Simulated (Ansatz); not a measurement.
AlP in space group P6_3/mmc (No. 194; Al on 2c, P on 2d), a = 4.037 Å, b = 4.037 Å, c = 5.399 Å, α = 90.00°, β = 90.00°, γ = 120.00°.

Relaxed with LDA.

### Question
Decompose the optical modes at the zone centre into irreducible representations, and say which are infrared and Raman allowed.

### Answer
Point group 6/mmm: Γ_opt = A2u + 2B1g + E1u + 2E2g. Infrared: A2u, E1u. Raman: E2g.

### Question
Assign frequencies (DFPT, LDA in the plane-wave PAW code Ansatz).

### Answer
A2u 250i, B1g 106i, E2g 86, B1g 185, E2g 461, E1u 464 cm⁻¹.

Subscripts of B labels follow the axes of the standard setting.

The cell is a constructed one: a structure type filled with these elements; neither database checked (COD, Materials Project) lists it. It is not the phase usual at ambient conditions (space group No. 216). The LDA relaxation kept the symmetry of its start. At this level the phase is dynamically unstable (imaginary phonons). A crystal of weakly bound layers computed without a dispersion correction: the cell and the soft elastic constants depend strongly on that. As this level gives no gap, phonon frequencies hold no LO–TO term and depend on the k-mesh and smearing (Fermi–Dirac, 0.1 eV here).

Potentials: the later of the program's two PAW sets.
